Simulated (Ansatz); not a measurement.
An Ansatz (a first-principles code) run. Input:

Ansatz 0.2 input:
```yaml
crystal:
  lattice:
    - [0.0, 3.0933404039, 3.0933404039]
    - [3.0933404039, 0.0, 3.0933404039]
    - [3.0933404039, 3.0933404039, 0.0]
  atoms:
    - { symbol: In, position: [0.25, 0.25, 0.25] }
    - { symbol: As, position: [0.0, 0.0, 0.0] }
kpoints:
  mp_grid: { grid: [8, 8, 8] }
  band_path:
    path:
      - [[0.0, 0.0, 0.0], [0.5, 0.0, 0.5], [0.625, 0.25, 0.625]]  # Γ-X-U
      - [[0.375, 0.375, 0.75], [0.0, 0.0, 0.0], [0.5, 0.5, 0.5], [0.5, 0.25, 0.75], [0.5, 0.0, 0.5]]  # K-Γ-L-W-X
    npoints: 12
basis: { xc_grid: 2 }
hamiltonian:
  xc: pbe
  pseudopotentials: { azcp: { folder: ./paw }, kind: paw_fr }
magnetization: { noncollinear: true, spin_orbit: true }
scf:
  n_extra_bands: 12
  convergence: { dr2_threshold: 0.0000000001 }
  occupations: { method: gaussian, width: 0.05 }
output: { eigenvalues: true }
```

Output (shortened):

```
Pseudopotential: In, paw, valence charge 13
Pseudopotential: As, paw, valence charge 15
Functional definition: PBE
non-collinear run that drives no moment, with spin-orbit …
Crystal: 2 atoms, lattice volume = 59.199 Å³
Basis set: ecut = 420 eV, 1139 PW (Γ), exchange–correlation on 60×60×60 points (8 copies of the dense FFT grid, shifted against one another)
Bands: 40, of which v1, the nominal top of the filled ones, is band 28 counted from 1 (27 counted from 0)
Symmetry: 24 space group operations + 24 with time reversal
k-points: 29 of 512 (time reversal used)
Projection manifold: j_resolved (fully-relativistic pseudo-atomic orbitals)
SCF iter   1: F=—  HF=-10456.650389 eV  |F-HF|=—  |Δ(HF+E_count)|=         —  Δρ=2.78e-2  dr2=3.63e-1  dr2_m=0.00e0 (ungated)  ethr=3.10e-3  |M|=0.00e0 ∫|m|=0.00e0 μB  |m|>n=0.0e0 m-floor=0.0e0 τ_xc=0.0e0  β_m=0.30  ⟨swp⟩=7.9  Hψ=5914  notcnv=0  defer=22
preconditioner: auto → Kerker (q_TF=auto, 2.408 Å⁻¹)
spin=Noncollinear: Kerker preconditioning applied to the charge; magnetization (m_x, m_y, m_z) channels mix plain (no charge-response kernel on spin).
SCF iter   2: F=—  HF=-10456.625950 eV  |F-HF|=—  |Δ(HF+E_count)|=   2.44e-2  Δρ=2.16e-2  dr2=2.39e-1  dr2_m=0.00e0 (ungated)  ethr=1.30e-3  |M|=0.00e0 ∫|m|=0.00e0 μB  |m|>n=0.0e0 m-floor=0.0e0 τ_xc=0.0e0  β_m=0.65  ⟨swp⟩=2.0  Hψ=1530  notcnv=0  defer=137
SCF iter   3: F=—  HF=-10456.584702 eV  |F-HF|=—  |Δ(HF+E_count)|=   4.12e-2  Δρ=3.35e-3  dr2=1.29e-2  dr2_m=0.00e0 (ungated)  ethr=8.52e-4  |M|=0.00e0 ∫|m|=0.00e0 μB  |m|>n=0.0e0 m-floor=0.0e0 τ_xc=0.0e0  β_m=0.82  ⟨swp⟩=2.3  Hψ=1462  notcnv=0  defer=150
SCF iter   4: F=—  HF=-10456.587186 eV  |F-HF|=—  |Δ(HF+E_count)|=   2.48e-3  Δρ=2.06e-3  dr2=3.91e-3  dr2_m=0.00e0 (ungated)  ethr=4.61e-5  |M|=0.00e0 ∫|m|=0.00e0 μB  |m|>n=0.0e0 m-floor=0.0e0 τ_xc=0.0e0  β_m=0.83  ⟨swp⟩=2.0  Hψ=1706  notcnv=0  defer=162
SCF iter   5: F=—  HF=-10456.588714 eV  |F-HF|=—  |Δ(HF+E_count)|=   1.53e-3  Δρ=8.76e-4  dr2=7.84e-4  dr2_m=0.00e0 (ungated)  ethr=1.40e-5  |M|=0.00e0 ∫|m|=0.00e0 μB  |m|>n=0.0e0 m-floor=0.0e0 τ_xc=0.0e0  β_m=0.92  ⟨swp⟩=3.0  Hψ=1879  notcnv=0  defer=162
SCF iter   6: F=—  HF=-10456.589583 eV  |F-HF|=—  |Δ(HF+E_count)|=   8.69e-4  Δρ=2.79e-4  dr2=4.73e-5  dr2_m=0.00e0 (ungated)  ethr=2.80e-6  |M|=0.00e0 ∫|m|=0.00e0 μB  |m|>n=0.0e0 m-floor=0.0e0 τ_xc=0.0e0  β_m=0.81  ⟨swp⟩=2.0  Hψ=1883  notcnv=0  defer=162
SCF iter   7: F=—  HF=-10456.589636 eV  |F-HF|=—  |Δ(HF+E_count)|=   5.29e-5  Δρ=1.26e-4  dr2=6.25e-6  dr2_m=0.00e0 (ungated)  ethr=1.69e-7  |M|=0.00e0 ∫|m|=0.00e0 μB  |m|>n=0.0e0 m-floor=0.0e0 τ_xc=0.0e0  β_m=0.86  ⟨swp⟩=2.0  Hψ=1812  notcnv=0  defer=162
SCF iter   8: F=—  HF=-10456.589657 eV  |F-HF|=—  |Δ(HF+E_count)|=   2.15e-5  Δρ=3.11e-5  dr2=4.96e-7  dr2_m=0.00e0 (ungated)  ethr=2.23e-8  |M|=0.00e0 ∫|m|=0.00e0 μB  |m|>n=0.0e0 m-floor=0.0e0 τ_xc=0.0e0  β_m=0.93  ⟨swp⟩=2.0  Hψ=1812  notcnv=0  defer=162
SCF iter  12: F=-10456.589659 eV  HF=-10456.589659 eV  |F-HF|=2.91e-11  |Δ(HF+E_count)|=  4.67e-10  Δρ=1.18e-7  dr2=7.97e-12  dr2_m=0.00e0 (ungated)  ethr=1.00e-12  |M|=0.00e0 ∫|m|=0.00e0 μB  |m|>n=0.0e0 m-floor=0.0e0 τ_xc=0.0e0  ⟨swp⟩=8.8  Hψ=3912  notcnv=0
SCF 1 converged in 12 iterations: F = -10456.589659 eV  dr2 = 7.97e-12
NSCF: frozen V_eff on 74 k-points
SCF converged after 12 iterations
Magnetization: |M| = 0.0000 μB,  M = (+0.0000, +0.0000, +0.0000) μB
Absolute magnetization: 0.0000 μB (∫|m|)
  site 0: m = (+0.0000, +0.0000, +0.0000) μB, |m| = 0.0000 μB  (R = 1.11 Å)
  site 1: m = (+0.0000, +0.0000, +0.0000) μB, |m| = 0.0000 μB  (R = 1.11 Å)
Free energy (F): -10456.589659 eV
Harris-Foulkes:  -10456.589659 eV  (|F-HF|=2.91e-11)
Internal energy: -10456.589549 eV  (E = F + TS)
E sigma→0 (E₀):  -10456.589604 eV
Entropy (-TS):   -0.000110 eV (-0.055 meV/atom)
Fermi energy:    6.913842 eV
--- Per-component energies (eV) ---
  E_band       = -337.424935
  E_kinetic    = 315.150424
  E_local      = -3568.665976  (includes V_loc(G=0)·N_el)
  E_nonlocal   = -65.699100
  E_hartree    = 1767.256496
  E_xc         = -212.598778
  E_vxc        = -162.156449  (∫ρ·V_xc dr)
  E_paw        = -6225.799626  (= ΣΔE_a)
  E_vpaw       = -390.566969  (= ΣTr[D̂ρ^β])
  E_aug_tail   = 0.000159  (compensation charges beyond the density's cutoff)
  E_ewald      = -2466.233148
  E_smearing   = -0.000110  (= −TS)
  E_closure    = 0.000000  (closes the sum)
  Σ components = -10456.589659   (vs F -10456.589659, Δ=0.00e0)
  [band-id]    e_kinetic+e_local+e_nonlocal+2·e_hartree+e_vxc+e_vpaw+e_augmentation_tail = -337.424917   (vs E_band -337.424935, Δ=1.77e-5)
--- Band table (eV; the first three rows and the last of 29) ---
  k-point 0: bands = ["-28.5335", "-28.5335", "-28.5335", "-28.5335", "-27.8085", "-27.8085", "-27.8049", "-27.8049", "-27.8049", "-27.8049", "-7.9187", "-7.9187", "-7.9187", "-7.9187", "-7.1132", "-7.1132", "-7.0455", "-7.0455", "-7.0455", "-7.0455", …
  k-point 1: bands = ["-28.5335", "-28.5335", "-28.5335", "-28.5334", "-27.8085", "-27.8085", "-27.8049", "-27.8049", "-27.8049", "-27.8048", "-7.9212", "-7.9212", "-7.9204", "-7.9151", "-7.1159", "-7.1159", "-7.0514", "-7.0514", "-7.0451", "-7.0385", …
  k-point 2: bands = ["-28.5335", "-28.5334", "-28.5334", "-28.5334", "-27.8085", "-27.8085", "-27.8049", "-27.8049", "-27.8048", "-27.8047", "-7.9278", "-7.9278", "-7.9194", "-7.9119", "-7.1221", "-7.1221", "-7.0629", "-7.0629", "-7.0371", "-7.0279", …
  k-point 28: bands = ["-28.5334", "-28.5334", "-28.5334", "-28.5333", "-27.8083", "-27.8083", "-27.8048", "-27.8047", "-27.8047", "-27.8047", "-7.9868", "-7.9339", "-7.8940", "-7.8850", "-7.2073", "-7.0887", "-7.0609", "-7.0451", "-7.0262", "-7.0217", …
```

Cost: around 21 core-seconds (rough) on shared cores.

Space group F-43m (zinc blende). Symmetry was held in the PBE relaxation.

Potentials: the earlier of the program's two PAW sets.

Ansatz is a plane-wave DFT program.
